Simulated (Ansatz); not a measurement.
Theory: DFT PBE, scalar-relativistic, plane waves, PAW (Ansatz). Plane waves to 420 eV, a 6×6×8 mesh through Γ for the 10-atom cell and 0.10 eV Gaussian smearing; no spin polarisation.

Formation energies are uncorrected and count from the elements' standard states at the same level.

Question: Suggest a trial structure for a hexagonal metal that holds Y and 2 more elements, with a formation energy near −0.82 eV/atom and a density near 7.24 g/cm³, in a cell of 10 atoms. Its symmetry should be P6_3/mmc (No. 194).

Answer: YTaSe3, space group P6_3/mmc (No. 194). Y has 6 Se at 3.25 Å and 6 Se at 3.53 Å; around Ta lie 6 Se at 2.63 Å and 2 Ta at 2.70 Å; around Se lie 2 Ta at 2.63 Å, 2 Se at 3.14 Å, 2 Y at 3.25 Å, 4 Se at 3.52 Å and 2 Y at 3.53 Å.

Space group P6_3/mmc (No. 194). a = 7.047 Å, b = 7.047 Å, c = 5.405 Å, α = 90.00°, β = 90.00°, γ = 120.00°
| atom | site | symmetry | x | y | z |
| --- | --- | --- | --- | --- | --- |
| Y | 2d | -6m2 | 0.3333 | 0.6667 | 0.7500 |
| Ta | 2a | -3m. | 0.0000 | 0.0000 | 0.0000 |
| Se | 6h | mm2 | 0.8150 | 0.6300 | 0.7500 |

| Property | Result |
| --- | --- |
| Volume per atom | 23.24 Å³ |
| Density | 7.24 g/cm³ |
| Formation energy | −0.82 eV/atom |
| Gap on the 6×6×8 mesh of the 10-atom cell | 0 eV (a metal) |

The structure comes from a generated guess, relaxed at this level; another structure or a mixture of phases may lie lower. Other answers may fit too; this one was computed.

Spin–orbit coupling, which can matter for Ta, is left out. The reference form of Se is held partly by dispersion forces, which this level lacks. A structure relaxed within its symmetry needn't be a true minimum.
